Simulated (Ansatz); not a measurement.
# CaBr: what symmetry allows forces and stress to be

```xyz
4
Lattice="4.1718 0.0000 0.0000 -2.0859 3.6129 0.0000 0.0000 0.0000 9.0092" Properties=species:S:1:pos:R:3 pbc="T T T"
Ca    0.0000    2.4086    2.9746
Ca    2.0859    1.2043    7.4792
Br    0.0000    2.4086    0.4039
Br    2.0859    1.2043    4.9085
```

The calculation used Ansatz 0.2.0, DFT PBE, scalar-relativistic, plane waves, PAW.

Settings: cutoff 420 eV, Γ-centred mesh 12×12×6 on the computed 4-atom cell, Gaussian smearing of 0.10 eV; no spin polarisation.

This distorted cell has space group P6_3mc, with 12 operations.

Problem. Without a calculation: in which directions can each atom feel a force?

Solution. A force must be left unchanged by every operation that keeps its atom in place, so it lies in the space that those operations leave fixed. Atoms that the group maps onto each other feel forces of one size.
```tsv
atom	site symmetry	operations at the site	equivalent to atom	allowed force (Cartesian)
Ca1	3m.	6	1	along (0.00, 0.00, 1.00)
Ca2	3m.	6	1	along (0.00, 0.00, 1.00)
Br3	3m.	6	3	along (0.00, 0.00, 1.00)
Br4	3m.	6	3	along (0.00, 0.00, 1.00)
```

That leaves 2 independent force components of 12, tied by 1 condition that the forces sum to zero, so 1 remains. A relaxation in this cell that keeps the symmetry moves the atoms in these directions alone.

Problem. And the stress tensor?

Solution. It must be invariant under the point group, which leaves 2 independent components: yz, xz, xy vanish; xx = yy.

Problem. Do the computed values obey this?

Solution. Yes. Forces (eV/Å):
```
Ca1  0.000  0.000  1.262
Ca2  0.000  0.000  1.262
Br3  0.000  0.000 -1.262
Br4  0.000  0.000 -1.262
```

Stress (GPa, compression positive, xx yy zz yz xz xy): -0.15 -0.15 9.32 0.00 0.00 0.00. The program imposes the same operations on density, forces and stress, so this confirms the analysis and is no independent test of the calculation.

Spin polarisation was left out, and a magnetic state may lie lower.